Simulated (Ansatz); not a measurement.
Given:

Zn3In2O6:
Space group P2₁/m (No. 11); a = 5.8406 Å, b = 6.7529 Å, c = 14.1113 Å, α = 90.00°, β = 97.89°, γ = 90.00°

```
atom  site  symmetry       x       y       z
----  ----  --------  ------  ------  ------
Zn      4f         1  0.1344  0.5009  0.4098
Zn      4f         1  0.2599  0.0035  0.7862
Zn      2e         m  0.2309  0.7500  0.2131
Zn      2e         m  0.6453  0.2500  0.4093
In      2a        -1  0.0000  0.0000  0.0000
In      2e         m  0.3693  0.2500  0.5982
In      2e         m  0.2467  0.2500  0.2335
In      2e         m  0.5016  0.2500  0.0015
O       2e         m  0.4232  0.2500  0.7510
O       2e         m  0.3043  0.2500  0.4013
O       2e         m  0.1941  0.2500  0.0800
O       4f         1  0.3080  0.0031  0.9268
O       4f         1  0.0762  0.5139  0.2553
O       4f         1  0.8119  0.0031  0.4277
O       2e         m  0.1879  0.7500  0.0726
O       2e         m  0.6083  0.2500  0.2536
O       2e         m  0.3002  0.7500  0.4283
```

This is the r²SCAN-relaxed structure.

Task: All from the program Ansatz at the r²SCAN level (PAW), unless another level is named. Estimate the band gap.

Result: 1.21 eV (smallest direct gap 1.21 eV).

Task: Predict the HSE06 gap on the r²SCAN cell.

Result: 2.40 eV.

Task: What about the electron effective mass?

Result: 0.19, 0.19, 0.22 mₑ (principal values).

Task: What about the formation energy from the elements (no fitted shifts)?

Result: -1.67 eV/atom.

Task: What about the weight of the valence-edge state by species (Voronoi cells)?

Result: O 67 %, Zn 31 %, In 2 %.

Task: What about the weight of the conduction-edge state by species (Voronoi cells)?

Result: O 50 %, Zn 26 %, In 24 %.

Space group P2_1/m. The first step of the workflow began from a Materials Project structure, measured or hypothetical; the Crystallography Open Database copy checked does not list it. Whether it is the stable phase at ambient conditions was not checked. Symmetry was held in the r²SCAN relaxation; whether a distortion lowers the energy is not shown. The references are the lowest solids computed at this level, not always the standard phases (solids in place of the gases). Spin–orbit coupling is left out wherever it is not named.

Potentials: the earlier of the program's two PAW sets.
